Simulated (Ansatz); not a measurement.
Consider the following.

HfS2:
```cif
data_Hf2S4
_chemical_formula_sum 'Hf2 S4'
_space_group_name_H-M_alt 'P42/mnm'
_space_group_IT_number 136
_space_group_name_Hall '-P 4n 2n'
_cell_length_a 6.08798
_cell_length_b 6.08798
_cell_length_c 3.70776
_cell_angle_alpha 90.000
_cell_angle_beta 90.000
_cell_angle_gamma 90.000
loop_
_atom_site_label
_atom_site_type_symbol
_atom_site_symmetry_multiplicity
_atom_site_Wyckoff_symbol
_atom_site_fract_x
_atom_site_fract_y
_atom_site_fract_z
_atom_site_occupancy
Hf1 Hf 2 a 0.00000 0.00000 0.00000 1
S1 S 4 f 0.30222 0.30222 0.00000 1
```

This is the PBE-relaxed structure.

All from DFT-PBE in the program Ansatz with PAW potentials, unless another level is named. Give the band gap.

0.44 eV (smallest direct gap 0.45 eV).

Give the formation energy from the elements (no fitted shifts).

-1.45 eV/atom.

Next, the electron effective mass?

0.24, 0.28, 0.28 mₑ (principal values).

Give the weight of the conduction-edge state by species (Voronoi cells).

Hf 65 %, S 35 %.

Next, the conduction-band minimum?

at Γ.

What about the valence-band maximum?

on the M–Γ line, 86 % of the way from M.

Space group P4_2/mnm (rutile). A made-up cell: these elements were put on the sites of a structure type; neither database checked (COD, Materials Project) lists it. Whether it is the stable phase at ambient conditions was not checked. The cell was relaxed with PBE under the symmetry of its start; whether a distortion lowers the energy is not shown. The run is not spin-polarised. The references are the lowest solids computed at this level, not always the standard phases. Scalar-relativistic: spin–orbit coupling is off unless named, which matters more the heavier the elements.

Potentials: the later of the program's two PAW sets.
